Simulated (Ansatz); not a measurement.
## Si₂Mo under strain: 97Mo nuclear quadrupole resonance

Cell: a COD entry, relaxed with PBE at fixed cell and then changed (z stretched by 2 %, ions relaxed).

```yaml
crystal:
  lattice:
    - [-1.60000, 1.60000, 4.00911]
    - [1.60000, -1.60000, 4.00911]
    - [1.60000, 1.60000, -4.00911]
  atoms:
    - { symbol: Si, position: [0.33538, 0.33538, 0.00000] }
    - { symbol: Si, position: [0.66462, 0.66462, 0.00000] }
    - { symbol: Mo, position: [0.00000, 0.00000, 0.00000] }
```

Sites (sets of like atoms) are named by element and the number of their first atom in this list.

Computed with Ansatz: DFT, PBE, plane waves and PAW, scalar-relativistic, 420 eV cutoff, Γ-centred 20×20×20 k-points, Fermi–Dirac smearing 0.05 eV.

97Mo: I = 5/2, Q = 255.0 mb (year-2017 value). Static lattice, zero field.

(1) The simulated lines lie at 3.11, 6.21 MHz. What are |C_Q|, η and |V_zz| at Mo?

Results:

(1) For I = 5/2 and η = 0 the lines are 3|C_Q|/20 and twice that; η pulls their ratio below 2. Here |C_Q| = 20.7 MHz, η = 0.00 and |V_zz| = 3.36 × 10²¹ V/m². The calculation gives V_zz negative; the lines don't show the sign. The site has 10 Si at 2.62–2.69 Å.

An axis of threefold or higher order runs through Mo, so V_zz lies along it and η is zero.

With no gap above 0.1 eV, as in a metal, the gradients converge slowly in k; expect changes of a tenth or more on a denser mesh. Without spin–orbit coupling (the program notes it for Mo) the gradients can shift somewhat, as the gap is small.

The relaxation (2 steps) took 49 s of wall time (50 s of CPU time) and 0.69 GiB at its peak, on 1 thread of Arm Neoverse V1 (aarch64; 8 cores open to the job, memory cap 3.0 GiB, no GPU), a shared host with a load of 0.5 a core.
